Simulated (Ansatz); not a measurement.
Input for Ansatz (plane-wave DFT, PAW):

```yaml
crystal:
  lattice:
    - [-1.8401952922, 1.7475927668, 2.006497268]
    - [1.8401952922, -1.7475927668, 2.006497268]
    - [1.8401952922, 1.7475927668, -2.006497268]
  atoms:
    - { symbol: Sn, position: [0.0, 0.0, 0.0] }
basis:
  ecutwfc: 420
kpoints:
  mp_grid: { grid: [16, 16, 16] }
hamiltonian:
  xc: pbesol
  dispersion: d3bj
scf:
  occupations: { method: gaussian, width: 0.1 }
output:
  forces: true
  stress: true
  eigenvalues: true
relax:
  adjacent_minimum: "off"
  f_tol: 0.01
  max_steps: 30
  cell: { stress_tol: 0.1, fix: [volume] }
```

Command:
```bash
ansatz run input.yaml --threads 1 --pin off --max-ram 2560MiB --backend cpu --events-out ev --progress --plain --runs-dir out
```

Method: DFT PBEsol+D3(BJ), scalar-relativistic, plane waves, PAW (Ansatz).

Part of what the program printed, abridged (iterations and final results):

```
SCF iter   1: F=—  HF=-5950.169815 eV  |F-HF|=—  |Δ(HF+E_count)|=         —  Δρ=2.69e-3  dr2=1.07e-3  ethr=1.77e-3  ⟨swp⟩=5.0  Hψ=40263  notcnv=0
SCF iter   2: F=—  HF=-5950.168783 eV  |F-HF|=—  |Δ(HF+E_count)|=   1.03e-3  Δρ=1.45e-3  dr2=3.38e-4  ethr=7.66e-6  ⟨swp⟩=1.8  Hψ=12294  notcnv=0
SCF iter   3: F=—  HF=-5950.168660 eV  |F-HF|=—  |Δ(HF+E_count)|=   1.23e-4  Δρ=3.74e-4  dr2=2.61e-5  ethr=2.41e-6  ⟨swp⟩=2.0  Hψ=11022  notcnv=0
SCF iter   4: F=—  HF=-5950.168635 eV  |F-HF|=—  |Δ(HF+E_count)|=   2.46e-5  Δρ=1.09e-4  dr2=2.59e-6  ethr=1.87e-7  ⟨swp⟩=2.0  Hψ=11025  notcnv=0
SCF iter   5: F=—  HF=-5950.168634 eV  |F-HF|=—  |Δ(HF+E_count)|=   1.27e-6  Δρ=5.17e-5  dr2=5.79e-7  ethr=1.85e-8  ⟨swp⟩=2.1  Hψ=11036  notcnv=0
SCF iter   6: F=-5950.168633 eV  HF=-5950.168633 eV  |F-HF|=7.44e-8  |Δ(HF+E_count)|=   3.80e-7  Δρ=1.54e-5  dr2=4.96e-8  ethr=7.14e-10  ⟨swp⟩=4.3  Hψ=28058  notcnv=0
SCF 1 converged in 6 iterations: F = -5950.168633 eV  dr2 = 4.96e-8
relax step   1: F+E_penalty+E_count = -5950.16863336 eV  Δ(F+E_penalty+E_count) = +0.000e0 eV  max|allowed force component| = 0.000e0 eV/Å  Δτ_max = 0.0000 Å  P = -1.766 GPa  Ω = 25.811 Å³  fix = [volume]  reactions: volume -1.766 GPa (6 SCF iters, dr2 threshold 1.00e-7 eV, accepted)
Initial density: handed on by an earlier stage of this run
Initial wavefunctions: those handed on with the density
SCF iter   1: F=—  HF=-5950.168673 eV  |F-HF|=—  |Δ(HF+E_count)|=         —  Δρ=4.44e-5  dr2=3.90e-7  ethr=5.90e-9  ⟨swp⟩=3.6  Hψ=61050  notcnv=0
SCF iter   2: F=—  HF=-5950.168673 eV  |F-HF|=—  |Δ(HF+E_count)|=   6.06e-9  Δρ=2.04e-5  dr2=8.44e-8  ethr=2.79e-9  ⟨swp⟩=1.0  Hψ=6833  notcnv=0
SCF iter   3: F=-5950.168673 eV  HF=-5950.168673 eV  |F-HF|=1.46e-9  |Δ(HF+E_count)|=   4.37e-9  Δρ=3.12e-6  dr2=1.74e-9  ethr=2.70e-10  ⟨swp⟩=4.7  Hψ=26306  notcnv=0
SCF 2 converged in 3 iterations: F = -5950.168673 eV  dr2 = 1.74e-9
relax step   2: F+E_penalty+E_count = -5950.16867272 eV  Δ(F+E_penalty+E_count) = -3.936e-5 eV  max|allowed force component| = 0.000e0 eV/Å  Δτ_max = 0.0000 Å  P = -1.757 GPa  Ω = 25.811 Å³  energy of the carried Pulay correction = -1.303e-8 eV  fix = [volume]  reactions: volume -1.757 GPa (3 SCF iters, dr2 threshold 3.77e-8 eV, accepted)
SCF iter   1: F=—  HF=-5950.168715 eV  |F-HF|=—  |Δ(HF+E_count)|=         —  Δρ=1.11e-4  dr2=2.66e-6  ethr=4.18e-8  ⟨swp⟩=3.6  Hψ=61418  notcnv=0
SCF iter   2: F=—  HF=-5950.168714 eV  |F-HF|=—  |Δ(HF+E_count)|=   1.33e-6  Δρ=5.51e-5  dr2=6.14e-7  ethr=1.90e-8  ⟨swp⟩=1.0  Hψ=6833  notcnv=0
SCF iter   3: F=—  HF=-5950.168715 eV  |F-HF|=—  |Δ(HF+E_count)|=   1.04e-6  Δρ=5.06e-6  dr2=4.68e-9  ethr=4.39e-9  ⟨swp⟩=1.0  Hψ=6831  notcnv=0
SCF iter   4: F=—  HF=-5950.168715 eV  |F-HF|=—  |Δ(HF+E_count)|=   2.07e-9  Δρ=9.62e-7  dr2=1.94e-10  ethr=3.35e-11  ⟨swp⟩=2.0  Hψ=11157  notcnv=0
SCF iter   5: F=-5950.168715 eV  HF=-5950.168715 eV  |F-HF|=0.00e0  |Δ(HF+E_count)|=  1.36e-11  Δρ=1.16e-7  dr2=1.62e-12  ethr=1.00e-12  ⟨swp⟩=4.9  Hψ=21443  notcnv=0
SCF 3 converged in 5 iterations: F = -5950.168715 eV  dr2 = 1.62e-12
relax step   3: F+E_penalty+E_count = -5950.16871500 eV  Δ(F+E_penalty+E_count) = -4.228e-5 eV  max|allowed force component| = 0.000e0 eV/Å  Δτ_max = 0.0000 Å  P = -1.735 GPa  Ω = 25.811 Å³  energy of the carried Pulay correction = -1.040e-7 eV  fix = [volume]  reactions: volume -1.735 GPa (5 SCF iters, accepted)
Initial wavefunctions: pseudopotential atomic-orbital guess (no wavefunctions were taken with the density)
SCF iter   1: F=—  HF=-5950.168716 eV  |F-HF|=—  |Δ(HF+E_count)|=         —  Δρ=6.13e-6  dr2=1.50e-9  ethr=1.50e-7  ⟨swp⟩=2.8  Hψ=56506  notcnv=0
SCF iter   2: F=—  HF=-5950.168716 eV  |F-HF|=—  |Δ(HF+E_count)|=   4.80e-7  Δρ=3.06e-6  dr2=3.73e-10  ethr=1.07e-11  ⟨swp⟩=2.7  Hψ=11896  notcnv=0
SCF iter   3: F=—  HF=-5950.168716 eV  |F-HF|=—  |Δ(HF+E_count)|=  7.21e-10  Δρ=6.87e-7  dr2=4.87e-11  ethr=2.66e-12  ⟨swp⟩=2.0  Hψ=10984  notcnv=0
SCF iter   4: F=-5950.168716 eV  HF=-5950.168716 eV  |F-HF|=3.64e-12  |Δ(HF+E_count)|=  2.73e-12  Δρ=1.29e-7  dr2=3.08e-12  ethr=1.00e-12  ⟨swp⟩=4.1  Hψ=20358  notcnv=0
SCF 4 converged in 4 iterations: F = -5950.168716 eV  dr2 = 3.08e-12
SCF converged after 4 iterations
Free energy (F): -5950.168716 eV
Harris-Foulkes:  -5950.168716 eV  (|F-HF|=3.64e-12)
Internal energy: -5950.166396 eV  (E = F + TS)
E sigma→0 (E₀):  -5950.167556 eV
Entropy (-TS):   -0.002321 eV (-2.321 meV/atom)
Fermi energy:    11.499518 eV
--- Per-component energies (eV) ---
  E_band       = -71.993286
  E_kinetic    = 187.071143
  E_local      = -789.264111  (includes V_loc(G=0)·N_el)
  E_nonlocal   = -30.825715
  E_hartree    = 505.531134
  E_xc         = -379.997813
  E_vxc        = -97.741566  (∫ρ·V_xc dr)
  E_paw        = -4063.624568  (= ΣΔE_a)
  E_vpaw       = -352.295379  (= ΣTr[D̂ρ^β])
  E_aug_tail   =  0.000000  (compensation charges beyond the density's cutoff)
  E_ewald      = -1378.930225
  E_disp       = -0.411079  (pairwise vdW)
  E_core_change = 0.284840  (= ΣΔE_core)
  E_smearing   = -0.002321  (= −TS)
--- Forces (eV/Å), atoms counted from 1 ---
  atom   1  Sn     0.00000000     0.00000000     0.00000000
--- Stress (GPa, compression-positive) ---
       -1.739214       0.000000       0.000000
        0.000000      -1.728914       0.000000
        0.000000       0.000000      -1.739402
  P = ⅓ Tr σ = -1.7358 GPa (-17.358 kbar)
--- Band table (eV; the first three rows and the last of 621) ---
  k-point 0: bands = ["-10.0350", "-10.0110", "-9.9838", "-9.9012", "-9.8375", "-0.0063", "19.4785", "19.5615", "20.3336", "22.9253", "23.3745"]
  k-point 1: bands = ["-10.0324", "-10.0063", "-9.9825", "-9.8992", "-9.8394", "0.0904", "19.0292", "19.1680", "19.8520", "22.2294", "23.2600"]
  k-point 2: bands = ["-10.0355", "-9.9824", "-9.9800", "-9.8932", "-9.8441", "0.3809", "17.9299", "18.0920", "18.8725", "21.3233", "21.7353"]
  k-point 620: bands = ["-10.0667", "-10.0337", "-9.8028", "-9.7785", "-9.7668", "8.7976", "9.5295", "11.2462", "12.3585", "15.1012", "16.1917"]
--- Relaxed structure (3 steps of the walk, 3 accepted, 1 SCFs on fresh bases) ---
  F+E_penalty+E_count = -5950.16871647 eV   max|allowed force component| = 0.000e0 eV/Å   (the final SCF, on the basis selected at the relaxed cell)
  cell:  # Å, volume = 25.8109 Å³
    - [-1.83461462, 1.74306031, 2.01783412]
    - [1.83461462, -1.74306031, 2.01783412]
    - [1.83461462, 1.74306031, -2.01783412]
  atoms:
    - { symbol: Sn, position: [0.0, 0.0, 0.0] }
```

The relaxation met its thresholds.

It took 43 s on 1 thread of Intel(R) Xeon(R) Platinum 8488C (Sapphire Rapids), with other jobs on the host, peak memory 0.52 GiB.